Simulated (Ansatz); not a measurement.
# MgO$_{2}$: do energies and stresses tell the same story?

Method: DFT PBEsol, scalar-relativistic, plane waves, PAW (Ansatz 0.2.0).

Cutoff 420 eV; k points 12×12×12 on the computed 3-atom cell (Γ-centred); Gaussian smearing, width 0.02 eV; no spin polarisation.

Relaxed cell: R-3m, a = 3.168 Å, b = 3.168 Å, c = 10.372 Å, α = 90.00°, β = 90.00°, γ = 120.00°, 3 atoms in the primitive cell. Whether it is the stable form of this composition wasn't checked.

Energies at zero smearing and pressures from the stress tensor, at volumes with shape and atoms relaxed:
```tsv
V (Å³/atom)	E − E(first) (meV/atom)	P (GPa)
9.414	0.00	8.96
9.714	-12.17	4.12
10.014	-15.93	-0.02
10.315	-12.49	-3.57
10.615	-2.87	-6.61
```

**Question.** Check P = −dE/dV between neighbouring volumes, and get the bulk modulus from the pressures alone.

**Answer.** With 1 eV/Å³ = 160.2 GPa:
| middle V (Å³/atom) | −ΔE/ΔV (GPa) | mean P (GPa) |
| --- | --- | --- |
| 9.564 | 6.488 | 6.541 |
| 9.864 | 2.008 | 2.055 |
| 10.165 | -1.838 | -1.791 |
| 10.465 | -5.130 | -5.087 |

The two differ by 0.05 GPa at most. The mean of two end pressures misses the average over a step by about ΔV² P″/12, up to 0.06 GPa here; with that taken off 0.01 GPa remains. Around V = 10.014 Å³/atom, the two neighbours give B = −V ΔP/ΔV = 10.014 × 7.69 / 0.601 = 128.2 GPa, against B0 = 127.8 GPa from the Birch–Murnaghan fit of the energies.